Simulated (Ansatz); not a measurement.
Elements on the sites of an ideal caesium chloride lattice, at a guessed lattice constant:

```
Al Ti Ni Pt
1.0
     0.00000   -6.13608    0.00000
     6.13608    0.00000    3.06804
    -3.06804    0.00000    6.13608
Al Ti Ni Pt
5 5 9 1
Direct
  0.25000 0.30000 0.10000
  0.25000 0.50000 0.50000
  0.25000 0.70000 0.90000
  0.75000 0.30000 0.10000
  0.75000 0.50000 0.50000
  0.75000 0.70000 0.90000
  0.25000 0.90000 0.30000
  0.25000 0.10000 0.70000
  0.75000 0.90000 0.30000
  0.75000 0.10000 0.70000
  0.50000 0.20000 0.40000
  0.50000 0.40000 0.80000
  0.00000 0.00000 0.00000
  0.00000 0.20000 0.40000
  0.00000 0.40000 0.80000
  0.50000 0.60000 0.20000
  0.50000 0.80000 0.60000
  0.00000 0.60000 0.20000
  0.00000 0.80000 0.60000
  0.50000 0.00000 0.00000
```

Cell and atoms were relaxed without symmetry on coarser meshes and computed once more. Computed with DFT PBE, scalar-relativistic, plane waves, PAW in Ansatz.

Plane waves to 420 eV, a k mesh through Γ of 4×4×4 on the computed 20-atom cell and Gaussian smearing (0.10 eV); no spin polarisation.

The relaxation ran on 2×2×2 (shifted) k points with a smearing of 0.1 eV, from sites shaken by 0.02 Å.

Q: What does the relaxation give?

A: A volume of 13.31 Å³/atom and no gap on the mesh. The atoms leave their sites by 0.10 Å (root mean square) and 0.15 Å at most, and the cell stretches by up to 4.0 % at fixed volume.

```xyz
20
Lattice="0.0017 -6.2111 -0.0073 5.9031 0.0020 2.9041 -2.9518 0.0082 5.8087" Properties=species:S:1:pos:R:3 pbc="T T T"
Al    1.5133   -1.5140    1.4961
Al    1.4977   -1.5688    4.3553
Al    1.4496   -1.5422    7.2340
Al    1.4914   -4.7122    1.5088
Al    1.4910   -4.6416    4.3359
Ti    1.4303   -4.6801    7.1654
Ti    4.4056   -1.5186    4.3033
Ti   -1.4675   -1.5246    4.3745
Ti    4.3365   -4.6788    4.4233
Ti   -1.3371   -4.6927    4.3663
Ni   -0.0754   -3.0105    2.8970
Ni   -0.0489   -3.0479    5.8312
Ni    2.9157   -6.0647    8.6773
Ni   -0.0685   -0.0919    2.8719
Ni   -0.0072   -0.0598    5.7760
Ni    2.9939   -3.1542    2.8905
Ni    3.0607   -3.0112    5.8169
Ni    3.0510   -6.1669    2.8932
Ni    2.9903   -0.0720    5.8823
Pt   -2.9450   -3.2064    5.7991
```

The final mesh leaves forces up to 0.18 eV/Å and stresses up to 1.0 GPa: the relaxation ran on a coarser mesh, so the cell's shape, its bonds and its energy belong partly to that mesh.

The k mesh is coarse. Spin-orbit coupling is left out, which matters for the bands of heavy elements. Spin polarisation was left out, and a magnetic state may lie lower.

Cost: 2 runs of about 8.9 core-minutes in all (earlier runs that led there not counted), on AMD EPYC 9R45 (Zen 5) (shared hosts).